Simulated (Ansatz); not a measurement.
A plane-wave DFT run in Ansatz 0.2.0 (scalar-relativistic PAW potentials unless the input names others): input and command.

```yaml
crystal:
  lattice:
    - [3.8977936343, 0.0, 0.0]
    - [-1.9488968171, 3.375588306, 0.0]
    - [0.0, 0.0, 21.80688793]
  atoms:
    - { symbol: Ca, position: [0.3333333333, 0.6666666667, 0.902996119] }
    - { symbol: Ca, position: [0.6666666667, 0.3333333333, 0.402996119] }
    - { symbol: Ca, position: [0.6666666667, 0.3333333333, 0.097003881] }
    - { symbol: Ca, position: [0.3333333333, 0.6666666667, 0.597003881] }
    - { symbol: Ge, position: [0.0, 0.0, 0.5] }
    - { symbol: Ge, position: [0.0, 0.0, 0.0] }
    - { symbol: Ge, position: [0.3333333333, 0.6666666667, 0.3078392655] }
    - { symbol: Ge, position: [0.6666666667, 0.3333333333, 0.8078392655] }
    - { symbol: Ge, position: [0.6666666667, 0.3333333333, 0.6921607345] }
    - { symbol: Ge, position: [0.3333333333, 0.6666666667, 0.1921607345] }
    - { symbol: Pd, position: [0.0, 0.0, 0.25] }
    - { symbol: Pd, position: [0.0, 0.0, 0.75] }
basis:
  ecutwfc: 420
kpoints:
  mp_grid: { grid: [12, 12, 2] }
hamiltonian:
  xc: pbe
  hubbard: { sites: [{ species: Pd, l: d, u_eff: -5.0 }] }
scf:
  occupations: { method: gaussian, width: 0.1 }
  max_iter: 60
output:
  forces: true
  eigenvalues: true
  stress: true
```

```bash
ansatz run input.yaml --threads 1 --pin off --max-ram 2560MiB --backend cpu --events-out ev --progress --plain --runs-dir out
```

Abridged log:
```
Basis set: ecut = 420 eV, 5689 PW (Γ), exchange–correlation on 54×54×300 points (8 copies of the dense FFT grid, shifted against one another)
Bands: 96, of which v1, the nominal top of the filled ones, is band 80 counted from 1 (79 counted from 0)
Symmetry: 24 space group operations
k-points: 38 of 288
SCF iter   1: F=—  HF=-47125.344585 eV  |F-HF|=—  |Δ(HF+E_count)|=         —  Δρ=4.02e-1  dr2=2.24e3  ethr=3.10e-3  ⟨swp⟩=11.2  Hψ=17524  notcnv=0
SCF iter   2: F=—  HF=-47039.177162 eV  |F-HF|=—  |Δ(HF+E_count)|=    8.62e1  Δρ=2.18e-1  dr2=1.51e2  ethr=3.10e-3  ⟨swp⟩=12.2  Hψ=27436  notcnv=1  defer=276
SCF iter   3: F=—  HF=-47000.890599 eV  |F-HF|=—  |Δ(HF+E_count)|=    3.83e1  Δρ=9.41e-2  dr2=3.43e1  ethr=3.10e-3  ⟨swp⟩=6.1  Hψ=10160  notcnv=0  defer=319
SCF iter   4: F=—  HF=-46995.744393 eV  |F-HF|=—  |Δ(HF+E_count)|=    5.15e0  Δρ=1.07e-1  dr2=9.99e1  ethr=3.10e-3  ⟨swp⟩=5.9  Hψ=9386  notcnv=0  defer=355  recentre
SCF iter   5: F=—  HF=-46994.123973 eV  |F-HF|=—  |Δ(HF+E_count)|=    1.62e0  Δρ=5.85e-2  dr2=1.47e1  ethr=3.10e-3  ⟨swp⟩=5.6  Hψ=9628  notcnv=0  defer=291
SCF iter   6: F=—  HF=-46991.767793 eV  |F-HF|=—  |Δ(HF+E_count)|=    2.36e0  Δρ=1.86e-2  dr2=1.45e0  ethr=3.10e-3  ⟨swp⟩=2.3  Hψ=5285  notcnv=0  defer=315
SCF iter   7: F=—  HF=-46991.544275 eV  |F-HF|=—  |Δ(HF+E_count)|=   2.24e-1  Δρ=6.28e-3  dr2=1.58e-1  ethr=9.03e-4  ⟨swp⟩=2.2  Hψ=4853  notcnv=0  defer=316
SCF iter   8: F=—  HF=-46991.518149 eV  |F-HF|=—  |Δ(HF+E_count)|=   2.61e-2  Δρ=2.05e-3  dr2=1.62e-2  ethr=9.88e-5  ⟨swp⟩=2.2  Hψ=5955  notcnv=0  defer=315
SCF iter   9: F=—  HF=-46991.517514 eV  |F-HF|=—  |Δ(HF+E_count)|=   6.34e-4  Δρ=1.49e-3  dr2=1.41e-2  ethr=1.02e-5  ⟨swp⟩=2.1  Hψ=5839  notcnv=0  defer=315
SCF iter  10: F=—  HF=-46991.515494 eV  |F-HF|=—  |Δ(HF+E_count)|=   2.02e-3  Δρ=4.96e-4  dr2=3.09e-3  ethr=8.80e-6  ⟨swp⟩=2.6  Hψ=5984  notcnv=0  defer=315
SCF iter  11: F=—  HF=-46991.515457 eV  |F-HF|=—  |Δ(HF+E_count)|=   3.71e-5  Δρ=4.77e-4  dr2=1.98e-3  ethr=1.93e-6  ⟨swp⟩=1.1  Hψ=3394  notcnv=0  defer=315
SCF iter  12: F=—  HF=-46991.515310 eV  |F-HF|=—  |Δ(HF+E_count)|=   1.47e-4  Δρ=5.77e-5  dr2=1.57e-5  ethr=1.23e-6  ⟨swp⟩=1.7  Hψ=3669  notcnv=0  defer=315
SCF iter  13: F=—  HF=-46991.515379 eV  |F-HF|=—  |Δ(HF+E_count)|=   6.93e-5  Δρ=1.43e-5  dr2=1.05e-6  ethr=9.81e-9  ⟨swp⟩=2.6  Hψ=4839  notcnv=0  defer=315
SCF iter  14: F=—  HF=-46991.515379 eV  |F-HF|=—  |Δ(HF+E_count)|=   1.05e-7  Δρ=1.08e-5  dr2=5.02e-7  ethr=6.59e-10  ⟨swp⟩=2.1  Hψ=5924  notcnv=0  defer=315
SCF iter  15: F=—  HF=-46991.515379 eV  |F-HF|=—  |Δ(HF+E_count)|=   1.45e-7  Δρ=4.26e-6  dr2=1.13e-7  ethr=3.14e-10  ⟨swp⟩=2.0  Hψ=5852  notcnv=0  defer=315
SCF iter  16: F=-46991.515379 eV  HF=-46991.515379 eV  |F-HF|=7.25e-9  |Δ(HF+E_count)|=   1.02e-8  Δρ=1.33e-6  dr2=9.78e-9  ethr=6.25e-11  ⟨swp⟩=15.7  Hψ=19230  notcnv=0
SCF 1 converged in 16 iterations: F = -46991.515379 eV  dr2 = 9.78e-9
SCF converged after 16 iterations
Free energy (F): -46991.515379 eV
Harris-Foulkes:  -46991.515379 eV  (|F-HF|=7.25e-9)
Internal energy: -46991.475248 eV  (E = F + TS)
E sigma→0 (E₀):  -46991.495314 eV
Entropy (-TS):   -0.040131 eV (-3.344 meV/atom)
Fermi energy:    8.965841 eV
--- Forces (eV/Å), atoms counted from 1 ---
  atom   1  Ca     0.00000000     0.00000000     0.00758061
  atom   2  Ca     0.00000000     0.00000000     0.00758061
  atom   3  Ca     0.00000000     0.00000000    -0.00758061
  atom   4  Ca     0.00000000     0.00000000    -0.00758061
  atom   5  Ge     0.00000000     0.00000000     0.00000000
  atom   6  Ge     0.00000000     0.00000000     0.00000000
  atom   7  Ge     0.00000000     0.00000000     0.12331398
  atom   8  Ge     0.00000000     0.00000000     0.12331398
  atom   9  Ge     0.00000000     0.00000000    -0.12331398
  atom  10  Ge     0.00000000     0.00000000    -0.12331398
  atom  11  Pd     0.00000000     0.00000000     0.00000000
  atom  12  Pd     0.00000000     0.00000000     0.00000000
--- Stress (GPa, compression-positive) ---
        0.007570       0.000000       0.000000
        0.000000       0.007570       0.000000
        0.000000       0.000000       0.002849
  P = ⅓ Tr σ = 0.0060 GPa (0.060 kbar)
Occupation matrices written to <dir>
```

Task: What is wrong with this input?

Result: The fault is an enormous or negative U (hamiltonian.hubbard: not typed → {"sites": [{"species": "Pd", "l": "d", "u_eff": -5.0}]}, the first being the value of the sound run). Setting it back cures it. The run converged all the same, with an energy at zero smearing 338 meV/atom below the reference's (the Hamiltonian itself differs), pressure 0.01 GPa, largest force 0.123 eV/Å, no gap on the mesh, so convergence alone doesn't show that an input is right. A reference run on usual settings, whose relaxation ended at this geometry, converged, and the end of its own relaxation has pressure 0.00 GPa, largest force 0.002 eV/Å, no gap on the mesh.

It took 2.7 min on 1 thread of Arm Neoverse V1, with other jobs on the host, peak memory 1.5 GiB.